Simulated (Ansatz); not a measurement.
**Guessed and relaxed cells of Be3Se2**

The guess for Be3Se2 was made by a generator: random cell by space group and Wyckoff sites (P6/mmm, No. 191). The dimensions are guesses.

start:

Space group P6/mmm (No. 191). a = 5.858 Å, b = 5.858 Å, c = 2.515 Å, α = 90.00°, β = 90.00°, γ = 120.00°
```tsv
atom	site	symmetry	x	y	z
Be	3f	mmm	0.5000	0.0000	0.0000
Se	2c	-6m2	0.3333	0.6667	0.0000
```

Method: DFT PBE, scalar-relativistic, plane waves, PAW in Ansatz 0.2.0. Cutoff 420 eV, Gaussian smearing, Γ-centred meshes. Cell and atoms relax first on a coarse mesh and then on a finer one. In between, the cell is made exact in the group found at 0.06 Å. In metals the finer mesh still leaves noise of several meV/atom or more. The steps can't lower the symmetry of their start. No spin polarisation.

end:

Space group P6/mmm (No. 191). a = 7.193 Å, b = 7.193 Å, c = 3.562 Å, α = 90.00°, β = 90.00°, γ = 120.00°
```json
{"atom": "Be", "site": "3f", "symmetry": "mmm", "x": "0.5000", "y": "0.0000", "z": "0.0000"}
{"atom": "Se", "site": "2c", "symmetry": "-6m2", "x": "0.3333", "y": "0.6667", "z": "0.0000"}
```

The symmetry stays P6/mmm (No. 191). The volume per atom grows by 113.5 %, from 14.9 to 31.9 Å³. The shortest distance goes from 1.69 Å (Be–Se) to 2.08 Å (Be–Se). The ratio c/a of the conventional cell changes by a factor of 1.15. The energy falls by about 2.2 eV/atom (the start's value is from the coarse mesh).

* Volume per atom: 31.9 Å³
* Density: 1.9 g/cm³
* Formation energy: +0.73 eV/atom
* Gap on the 6×6×10 mesh of the 5-atom cell: 0 eV (a metal)

Energies over the elements count from the elements' standard structures at the same level, with no fitted energy shifts. The separate elements lie lower, so it is unstable against them.

The last run used Gaussian smearing of 0.10 eV. Weakly bound directions are ill-defined at this level, which has no dispersion term. The reference form of Se is held partly by dispersion forces, which this level lacks. A structure relaxed within its symmetry needn't be a true minimum. In all, the 4 runs took 85 s on 1 thread of Intel(R) Xeon(R) 6975P-C (Granite Rapids), with other jobs on the host.
